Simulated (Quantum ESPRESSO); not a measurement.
## Al4Mo2ReRh (input and log of a self-consistent run)

A calculation, not a measurement. The program is pw.x of Quantum ESPRESSO 7.5 (plane-wave density functional theory). The cell is made up: eight metal atoms on a hexagonal close-packed lattice, with elements, volume, strain and displacements drawn at random and not relaxed, so it may be unstable or far from any real phase. PseudoDojo standard norm-conserving files set the functional (PBE unless stated); there is no spin polarisation or spin-orbit coupling, the Fermi-Dirac width of 0.25 eV means electrons at about 2900 K, and the masses in the input are unused placeholders. Heavy elements are run without spin-orbit coupling, which real alloys of them have. A spin test at this wide smearing found no moment, but such smearing suppresses magnetism that the real alloy may have.

Input:

```
&control calculation='scf', pseudo_dir='./dojo.nc.sr.pbe.v0_5.standard.upf', outdir='./o', disk_io='minimal', tprnfor=.true., tstress=.true. /
&system ibrav=0, nat=8, ntyp=4, nbnd=49, ecutwfc=87.97787729, nosym=.true., tot_charge=0,
 occupations='smearing', smearing='fd', degauss=0.0183746611
/
&electrons conv_thr=1.470e-08, electron_maxstep=70, mixing_beta=0.5 /
ATOMIC_SPECIES
Al 1.0 Al.upf
Mo 1.0 Mo.upf
Re 1.0 Re.upf
Rh 1.0 Rh.upf
CELL_PARAMETERS angstrom
2.8629 0.0451 0.0079
1.3794 -2.4675 -4.6555
1.5355 7.5635 -4.6929
ATOMIC_POSITIONS angstrom
Al -0.1235 0.0297 -0.0051
Mo 1.505 2.5488 -4.6996
Re 1.2114 -0.8484 -2.3501
Rh 3.0061 1.7306 -6.9829
Mo 3.005 5.1245 -4.6529
Al 2.8598 0.0694 -4.6068
Al 2.8886 1.7867 -2.3555
Al 4.3033 4.3502 -7.0468
K_POINTS automatic
8 5 3 1 1 1
```

The log is shortened where brackets say so; the opening notice, blank lines, dates and the lines on written files are dropped, and the path of the files is cut. It prints rydbergs, bohrs and kilobars, and counts compression as positive stress. Its total energy is the free energy E - TS of the whole cell.

```
     Program PWSCF v.7.5
     Parallel version (MPI & OpenMP), running on       4 processor cores
     Number of MPI processes:                 4
     Threads/MPI process:                     1
     [start-up lines left out]
     bravais-lattice index     =            0
     lattice parameter (alat)  =       5.4108  a.u.
     unit-cell volume          =     904.5575 (a.u.)^3
     number of atoms/cell      =            8
     number of atomic types    =            4
     number of electrons       =        72.00
     number of Kohn-Sham states=           49
     kinetic-energy cutoff     =      87.9779  Ry
     charge density cutoff     =     351.9115  Ry
     scf convergence threshold =      1.5E-08
     mixing beta               =       0.5000
     number of iterations used =            8  plain     mixing
     Exchange-correlation= PBE
                           (   1   4   3   4   0   0   0)
     [axes and pseudopotential details left out]
   Cartesian axes
     site n.     atom                  positions (alat units)
         1        Al     tau(   1) = (  -0.0431326   0.0103728  -0.0017812  )
         2        Mo     tau(   2) = (   0.5256235   0.8901722  -1.6413424  )
         3        Re     tau(   3) = (   0.4230833  -0.2963050  -0.8207760  )
         4        Rh     tau(   4) = (   1.0498850   0.6044147  -2.4387883  )
         5        Mo     tau(   5) = (   1.0495008   1.7897393  -1.6250323  )
         6        Al     tau(   6) = (   0.9987895   0.0242381  -1.6089318  )
         7        Al     tau(   7) = (   1.0088479   0.6240077  -0.8226619  )
         8        Al     tau(   8) = (   1.5029340   1.5193139  -2.4611055  )
     number of k points=    60  Fermi-Dirac smearing, width (Ry)=  0.0184
                       cart. coord. in units 2pi/alat
        k(    1) = (   0.0623714   0.0178631  -0.0524903), wk =   0.0333333
        k(    2) = (   0.0650839  -0.1720952   0.0489947), wk =   0.0333333
     [further k points left out]
     Dense  grid:   100803 G-vectors     FFT dimensions: (  36,  64, 108)
     Estimated max dynamical RAM per process >     302.12 MB
     Estimated total dynamical RAM >       1.11 GB
     Initial potential from superposition of free atoms
     starting charge      71.9864, renormalised to      72.0000
     Starting wfcs are   56 randomized atomic wfcs
     total cpu time spent up to now is        5.1 secs
     per-process dynamical memory:   240.9 Mb
     Self-consistent Calculation
     iteration #  1     ecut=    87.98 Ry     beta= 0.50
     Davidson diagonalization with overlap
     ethr =  1.00E-02,  avg # of iterations =  3.5
     total cpu time spent up to now is       16.4 secs
     total energy              =    -706.79172729 Ry
     estimated scf accuracy    <       1.87968008 Ry
     iteration #  2     ecut=    87.98 Ry     beta= 0.50
     Davidson diagonalization with overlap
     ethr =  2.61E-03,  avg # of iterations =  4.5
     total cpu time spent up to now is       29.2 secs
     total energy              =    -704.39879777 Ry
     estimated scf accuracy    <      74.22015171 Ry
     iteration #  3     ecut=    87.98 Ry     beta= 0.50
     Davidson diagonalization with overlap
     ethr =  2.61E-03,  avg # of iterations =  4.3
     total cpu time spent up to now is       41.4 secs
     total energy              =    -707.80570555 Ry
     estimated scf accuracy    <       0.32319167 Ry
     iteration #  4     ecut=    87.98 Ry     beta= 0.50
     Davidson diagonalization with overlap
     ethr =  4.49E-04,  avg # of iterations =  3.6
     total cpu time spent up to now is       52.7 secs
     total energy              =    -707.81664661 Ry
     estimated scf accuracy    <       0.59099372 Ry
     iteration #  5     ecut=    87.98 Ry     beta= 0.50
     Davidson diagonalization with overlap
     ethr =  4.49E-04,  avg # of iterations =  1.7
     total cpu time spent up to now is       61.5 secs
     total energy              =    -707.85993865 Ry
     estimated scf accuracy    <       0.23368160 Ry
     [iterations 6 to 13 left out]
     iteration # 14     ecut=    87.98 Ry     beta= 0.50
     Davidson diagonalization with overlap
     ethr =  3.48E-09,  avg # of iterations =  1.0
     total cpu time spent up to now is      147.4 secs
     total energy              =    -707.88235174 Ry
     estimated scf accuracy    <       0.00000015 Ry
     iteration # 15     ecut=    87.98 Ry     beta= 0.50
     Davidson diagonalization with overlap
     ethr =  2.09E-10,  avg # of iterations =  2.1
     total cpu time spent up to now is      156.8 secs
     total energy              =    -707.88235176 Ry
     estimated scf accuracy    <       0.00000004 Ry
     iteration # 16     ecut=    87.98 Ry     beta= 0.50
     Davidson diagonalization with overlap
     ethr =  6.23E-11,  avg # of iterations =  2.1
     total cpu time spent up to now is      165.6 secs
     total energy              =    -707.88235176 Ry
     estimated scf accuracy    <       0.00000004 Ry
     iteration # 17     ecut=    87.98 Ry     beta= 0.50
     Davidson diagonalization with overlap
     ethr =  5.32E-11,  avg # of iterations =  1.1
     total cpu time spent up to now is      173.7 secs
     total energy              =    -707.88235177 Ry
     estimated scf accuracy    <       0.00000002 Ry
     iteration # 18     ecut=    87.98 Ry     beta= 0.50
     Davidson diagonalization with overlap
     ethr =  2.62E-11,  avg # of iterations =  1.0
     total cpu time spent up to now is      181.8 secs
     End of self-consistent calculation
     [lines on levels left out]
!    total energy              =    -707.88235177 Ry
     estimated scf accuracy    <          9.2E-10 Ry
     smearing contrib. (-TS)   =      -0.10047171 Ry
     internal energy E=F+TS    =    -707.78188006 Ry
     The total energy is F=E-TS. E is the sum of the following terms:
     one-electron contribution =    -376.32933624 Ry
     hartree contribution      =     217.77600866 Ry
     xc contribution           =    -121.93562004 Ry
     ewald contribution        =    -427.29293244 Ry
     convergence has been achieved in  18 iterations
     Forces acting on atoms (cartesian axes, Ry/au):
     atom    1 type  1   force =     0.00644461   -0.02359464   -0.01592211
     atom    2 type  2   force =    -0.01016994    0.01623255   -0.00425281
     atom    3 type  3   force =     0.01447159    0.00206735    0.01379202
     atom    4 type  4   force =    -0.00644840   -0.00543267    0.00778498
     atom    5 type  2   force =    -0.00266638   -0.00938485   -0.00350709
     atom    6 type  1   force =    -0.00685919    0.02803388    0.00658127
     atom    7 type  1   force =     0.00252128    0.01351999   -0.01946950
     atom    8 type  1   force =     0.00270642   -0.02144160    0.01499324
     Total force =     0.063374     Total SCF correction =     0.000162
     Computing stress (Cartesian axis) and pressure
          total   stress  (Ry/bohr**3)                   (kbar)     P=     -147.63
  -0.00086376  -0.00007195   0.00005471         -127.06      -10.58        8.05
  -0.00007195  -0.00120642   0.00013101          -10.58     -177.47       19.27
   0.00005471   0.00013101  -0.00094050            8.05       19.27     -138.35
     init_run     :      4.75s CPU      4.94s WALL (       1 calls)
     electrons    :    175.32s CPU    176.71s WALL (       1 calls)
     forces       :      1.67s CPU      1.69s WALL (       1 calls)
     stress       :      6.09s CPU      6.09s WALL (       1 calls)
     [timing details left out]
     PWSCF        :   3m 8.02s CPU   3m 9.69s WALL
     JOB DONE.
```

In other units: free energy -9631.230 eV for the cell, pressure -14.76 GPa, largest force component 0.721 eV/Å in size. The run took 192 s of wall time with four MPI processes on a shared machine (Intel Xeon, 2023 or later, virtual cores), so the time is rough. A rerun of this cell at a higher cutoff and on a denser mesh moved values by no more than 0.004 eV in energy, 0.02 GPa in stress and 0.004 eV/Å in force, and a second program with other atomic files agreed on that cell to 2 % rms in force and 0.5 GPa in pressure.